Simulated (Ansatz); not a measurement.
# Li4Ge2B: a ladder of calculations

Cell of run 1: a structure deposited in the COD, atoms as given.

Space group R3m:H (No. 160); a = 4.4603, c = 18.3197 Å, γ = 120.00°.

```csv
site,Wyckoff,site symmetry,x,y,z
Li1,3a,3m,0.0000,0.0000,0.1640
Li2,3a,3m,0.0000,0.0000,0.2994
Li3,3a,3m,0.0000,0.0000,0.0033
Li4,3a,3m,0.0000,0.0000,0.4590
Ge5,3a,3m,0.0000,0.0000,0.5930
Ge6,3a,3m,0.0000,0.0000,0.7335
B,3a,3m,0.0000,0.0000,0.8756
```

One atom of each set is listed; the run and its k-mesh use a cell of 7 atoms with edges of 6.63, 6.63, 6.63 Å.

Relaxed positions (PBE, cell held):

Li1 (0.0000, 0.0000, 0.1641)
Li2 (0.0000, 0.0000, 0.3131)
Li3 (0.0000, 0.0000, 0.0060)
Li4 (0.0000, 0.0000, 0.4510)
Ge5 (0.0000, 0.0000, 0.5899)
Ge6 (0.0000, 0.0000, 0.7422)
B (0.0000, 0.0000, 0.8616)

All runs are DFT with Ansatz 0.2.0 (plane waves and PAW, scalar-relativistic unless spin–orbit coupling is named, Γ-centred meshes, Fermi–Dirac smearing where given) in this cell.

Run 1: PBE, atoms as given; 420 eV, 9×9×9 k-points, smearing 0.05 eV.
Run 2: PBE, atoms relaxed; 420 eV, 9×9×9 k-points, smearing 0.05 eV.
Run 3: r2SCAN, at the relaxed atoms; 500 eV, 9×9×9 k-points, smearing 0.05 eV.

```json
{"run": "1", "Li3 V_zz (η)": "-0.12 (0.00)", "Ge5 V_zz (η)": "-4.43 (0.00)", "Ge6 V_zz (η)": "9.76 (0.00)", "B V_zz (η)": "-0.40 (0.00)"}
{"run": "2", "Li3 V_zz (η)": "-0.068 (0.00)", "Ge5 V_zz (η)": "-2.45 (0.00)", "Ge6 V_zz (η)": "5.51 (0.00)", "B V_zz (η)": "-0.47 (0.00)"}
{"run": "3", "Li3 V_zz (η)": "?", "Ge5 V_zz (η)": "?", "Ge6 V_zz (η)": "?", "B V_zz (η)": "?"}
```

V_zz in 10²¹ V/m²; 4 of the 7 sets of like atoms are followed.

Q: Estimate the row of run 3.

A: Li3: -0.071 (0.00); Ge5: -1.98 (0.00); Ge6: 7.54 (0.00); B: -0.46 (0.00). It lies nearest to run 2, from whose tensors on these sites it differs by 2.03 at most (largest principal value of the difference, on Ge6). Taken one at a time, the positions of the atoms (as given or relaxed) move the tensors on these sites by up to 4.25 (largest principal value of the change, on Ge6), the functional (r2SCAN with its higher cutoff) by 2.03 (Ge6).

With these PAW files V_zz is typically within 2 to 3 % of all-electron values, but misses above 10 % occur on Li. In runs 1, 2, 3 there is no gap above 0.1 eV, so the gradients can move by 10 % or more with the k-mesh. In run 1 the atoms aren't at the calculated equilibrium (largest force 0.97 eV/Å).
